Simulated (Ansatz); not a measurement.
NbN (rock salt)

```
NbN
1.0
    0.00000     2.21059     2.21059
    2.21059     0.00000     2.21059
    2.21059     2.21059     0.00000
N Nb
1 1
Direct
  0.00000   0.00000   0.00000
  0.50000   0.50000   0.50000
```

The slice is a {110} plane (indices of the conventional cell) through the point (0.000, 0.000, 0.000) (fractional), spanned by u = [100] and v = [1 -1 -1] in vectors of this cell: u (3.13 Å) and v (4.42 Å, at 90° to u). It covers one period; positions are fractions (u, v).

Method: PBE (plane waves to 420 eV, PAW, scalar-relativistic; Ansatz, an electronic-structure program). k mesh 18×18×18. Inside the PAW spheres the values are not all-electron values, and peaks at nuclei hang on which shells count as valence. NbN is run without spin polarisation. NbN was relaxed with its symmetry unable to fall. The PAW data are Ansatz's earlier set. This is a high-temperature form of NbN.

Three fields on this plane, each scaled to ten steps between its own extremes (0 low, 9 high; the total valence density on a logarithmic scale, the potential cut 8 eV below its top; x marks points blanked near nuclei; v = 0 in the bottom row):

Map A
```
|xxxxxxx7777777787xxxxxx|
|xxxxxxx7887777887xxxxxx|
|xxxxxx788888888887xxxxx|
|xxxxxx899988889998xxxxx|
|xxxxx88999999999987xxxx|
|xxx567899999999998865xx|
|12245788999999998875422|
|00002467899999987642000|
|00000136789999876310000|
|xxx000036799997630000xx|
|xxxxx00146899864100xxxx|
|xxxxxx002578875200xxxxx|
|xxxxxx000467764000xxxxx|
|xxxxxxx0036776300xxxxxx|
|xxxxxxx0025775200xxxxxx|
|xxxxxxx0025775200xxxxxx|
|xxxxxxx0025775200xxxxxx|
|xxxxxxx0036776300xxxxxx|
|xxxxxx000467764000xxxxx|
|xxxxxx002578875200xxxxx|
|xxxxx00146899864100xxxx|
|xxx000036799997630000xx|
|00000136789999876310000|
|00002467899999987642000|
|12245788999999998875422|
|xxx568899999999998765xx|
|xxxxx78999999999988xxxx|
|xxxxxx899988889998xxxxx|
|xxxxxx788888888887xxxxx|
|xxxxxxx7887777887xxxxxx|
|xxxxxxx7877777777xxxxxx|
|xxxxxxx7777777777xxxxxx|
```

Map B
```
|xxxxxxx8521001258xxxxxx|
|xxxxxxx8421001248xxxxxx|
|xxxxxx974210012479xxxxx|
|xxxxxx853110011358xxxxx|
|xxxxx86421000012468xxxx|
|xxx875421100001124578xx|
|43332221100000011222333|
|00000000000000000000000|
|10000000000000000000000|
|xxx321000000000000123xx|
|xxxxx41000000000014xxxx|
|xxxxxx410000000014xxxxx|
|xxxxxx620000000026xxxxx|
|xxxxxxx3000000003xxxxxx|
|xxxxxxx3000000003xxxxxx|
|xxxxxxx4000000004xxxxxx|
|xxxxxxx3000000003xxxxxx|
|xxxxxxx3000000003xxxxxx|
|xxxxxx620000000026xxxxx|
|xxxxxx410000000014xxxxx|
|xxxxx41000000000014xxxx|
|xxx321000000000000123xx|
|10000000000000000000000|
|00000000000000000000000|
|43332221100000011222333|
|xxx875421100001124578xx|
|xxxxx86421000012468xxxx|
|xxxxxx853110011358xxxxx|
|xxxxxx974210012479xxxxx|
|xxxxxxx8421001248xxxxxx|
|xxxxxxx8521001258xxxxxx|
|xxxxxxx8521001258xxxxxx|
```

Map C
```
|xxxxxxx6432222346xxxxxx|
|xxxxxxx6432222346xxxxxx|
|xxxxxx753221122357xxxxx|
|xxxxxx643211112346xxxxx|
|xxxxx64321100112346xxxx|
|xxx765321100001123567xx|
|77665432100000012345667|
|76654321100000011234566|
|88765432100000012345678|
|xxx976421100001124679xx|
|xxxxx86421100112468xxxx|
|xxxxxx853211112358xxxxx|
|xxxxxx964211112469xxxxx|
|xxxxxxx7532112357xxxxxx|
|xxxxxxx8532222358xxxxxx|
|xxxxxxx8532222358xxxxxx|
|xxxxxxx8532222358xxxxxx|
|xxxxxxx7532112357xxxxxx|
|xxxxxx964211112469xxxxx|
|xxxxxx853211112358xxxxx|
|xxxxx86421100112468xxxx|
|xxx976421100001124679xx|
|88765432100000012345678|
|76654321100000011234566|
|77665432100000012345667|
|xxx765321100001123567xx|
|xxxxx64321100112346xxxx|
|xxxxxx643211112346xxxxx|
|xxxxxx753221122357xxxxx|
|xxxxxxx6432222346xxxxxx|
|xxxxxxx6432222346xxxxxx|
|xxxxxxx6432222346xxxxxx|
```

Task: Assign the maps to these fields: electron localisation function (ELF); valence electron density; electrostatic potential energy of an electron, from the cell's mean.

Result: A is the electrostatic potential energy of an electron, from the cell's mean; B is the electron localisation function (ELF); C is the valence electron density.
